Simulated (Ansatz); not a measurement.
SiNi₃ at a changed volume — Ni-61 nuclear quadrupole resonance

Cell: a structure deposited in the COD, relaxed with PBE at fixed cell and then changed (volume scaled by 0.96, ions relaxed).

```
Si Ni
1.0
     3.50311    0.00000    0.00000
     0.00000    3.50311    0.00000
     0.00000    0.00000    3.50311
Si Ni
1 3
Direct
  0.00000 0.00000 0.00000
  0.00000 0.50000 0.50000
  0.50000 0.00000 0.50000
  0.50000 0.50000 0.00000
```

Atom numbers follow the list; atoms alike are taken as one site, whose name carries the number of the first.

All values are calculated (Ansatz; DFT, PBE, plane waves and PAW, scalar-relativistic, collinear spin, 420 eV cutoff, Γ-centred 13×13×13 k-points, Fermi–Dirac smearing 0.05 eV), not measured. Start moments as typed (μB): 1.5 on each Ni, none on the rest.

Ni-61: I = 3/2, Q = 162.0 mb (year-2017 value). Static lattice, zero field.

(1) Predict the zero-field Ni-61 lines of each site.

Results:

(1) For I = 3/2 there is one line, ν = (|C_Q|/2)(1 + η²/3)^½.

```json
{"site": "Ni", "atoms": "2, 3, 4", "V_zz (10²¹ V/m²)": "-4.77", "C_Q (MHz)": "-18.7", "η": "0.00", "line frequencies (MHz)": "9.34"}
```

An axis of threefold or higher order runs through Ni, so V_zz lies along it and η is zero.

With no gap above 0.1 eV, as in a metal, the gradients converge slowly in k; expect changes of a tenth or more on a denser mesh. With these PAW files V_zz is typically within 2 to 3 % of all-electron values, but misses above 10 % occur on Ni. The start moments die out, and the run ends without spin.

The relaxation (1 step) took 16 s of wall time (16 s of CPU time) and 0.59 GiB at its peak, on 1 thread of Intel Xeon 6975P-C (Granite Rapids) (x86_64; 16 cores open to the job, memory cap 3.0 GiB, no GPU), a shared host with a load of 0.1 a core.
